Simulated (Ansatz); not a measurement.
Values for one crystal, relaxed and computed with PBE in the plane-wave PAW code Ansatz; other levels are named.

Volume per atom: 32.03 Å³
Electronic character: metallic (no gap)
Mechanical stability: stable (all eigenvalues of C positive)
Hill bulk and shear moduli: 39.4 and 10.8 GPa
Poisson's ratio: 0.37
Bulk modulus (Birch–Murnaghan fit): 396 kbar
Elastic constants (relaxed ions, GPa): C11 = 47.2, C12 = 35.5, C44 = 16.3

### Question
Which of these materials gives this?
(A) Pb, fcc (Cu type)
(B) Cu, fcc (Cu type)
(C) Ir, fcc (Cu type)
(D) Pt, fcc (Cu type)

### Answer
A, Pb, fcc (Cu type)

Space group Fm-3m (fcc (Cu type)). The cell was relaxed with PBE under the symmetry of its start. As this level gives no gap, shear constants depend on the k-mesh and smearing (Fermi–Dirac, 0.1 eV here). Scalar-relativistic: spin–orbit coupling is off unless named, which matters more the heavier the elements.

Potentials: the earlier of the program's two PAW sets.
